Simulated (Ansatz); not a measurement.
Notes on CoH2Pd

```
Pd Co H
1.0
     1.40035    2.42548    0.00000
    -1.40035    2.42548    0.00000
     0.00000   -1.61699    5.86721
Pd Co H
1 1 2
Direct
  0.00000 0.00000 0.00000
  0.50000 0.50000 0.50000
  0.11215 0.11215 0.33645
  0.88785 0.88785 0.66355
```

Single point in Ansatz 0.2.0 with PBE, no spin polarisation. Cutoff 420 eV, PAW datasets, 10×10×10 Γ-centred k mesh, fermi-dirac filling (width 0.0176 eV).

What do density and ELF say about some of the short contacts?

Co–H at 1.88 Å: least valence density 0.37 e/Å³ and ELF 0.26 there. Pd–H at 1.97 Å: least valence density 0.37 e/Å³ and ELF 0.30 there. Both are smooth PAW fields, read partly inside the augmentation spheres.

How is the charge shared?

Bader charges in e: Co +0.50, H -0.27, Pd +0.04. In the mean Co gives up most and H takes most.

Is it stable against the elements?

0.27 eV an atom against the elements' usual phases (free molecules for gases, crystals otherwise, with no correction for O₂ or N₂), so at this geometry it isn't bound against them. Relaxing would lower it.

Metal or insulator?

It is a metal, with about 6.2 states/eV a cell as the mean within 0.25 eV of the Fermi level, mostly Co d (78 %) and Pd d (18 %).

Where is the largest force?

The largest is on H4 (and as large on other atoms): 0.29 eV/Å, components (0.00, 0.00, -0.29). It makes 59° with the line to a nearest neighbour, Co2 at 1.88 Å.

Is the cell too large or too small?

The pressure is -20.3 GPa (compression positive), so with the atoms held at these fractions the cell would first shrink. The principal stresses -23.4, -18.8, -18.8 GPa differ, so its shape would change too.

Origin: a known structure type with other elements, at an estimated volume, so it need not be a known compound. Caveats: no spin polarisation, so a magnetic state may lie lower; atoms or cell far from equilibrium.
